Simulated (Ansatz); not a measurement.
Q: Each is relaxed and computed with r²SCAN in the plane-wave PAW code Ansatz. Which is the only metal?
(A) HfCoSi, Pnma (Hf on 4c, Co on 4c, Si on 4c)
(B) Cu2SiSe3, Cc (Pearson symbol mS24)
(C) HfSiO4, I4_1/amd (Hf on 4a, Si on 4b, O on 16h)
(D) SiC, wurtzite

A: A, HfCoSi, Pnma (Hf on 4c, Co on 4c, Si on 4c). HfCoSi: metal; HfSiO4: gap 6.00 eV (indirect); Cu2SiSe3: gap 0.68 eV (direct); SiC: gap 2.65 eV (indirect). Spin orders computed, not proven ground states: HfCoSi, Pnma (Hf on 4c, Co on 4c, Si on 4c) ferromagnetic. Standing as an ambient phase not checked: HfCoSi, Pnma (Hf on 4c, Co on 4c, Si on 4c); Cu2SiSe3, Cc (Pearson symbol mS24). Perhaps ordered models of mixed-site phases: Cu2SiSe3, Cc (Pearson symbol mS24). All cells were relaxed under the symmetry of their starts (and spin orders); stability against distortions was not tested throughout. Rows with no word on spin ran without spin polarisation. Spin–orbit coupling is left out wherever it is not named.

Potentials: the later of the program's two PAW sets.
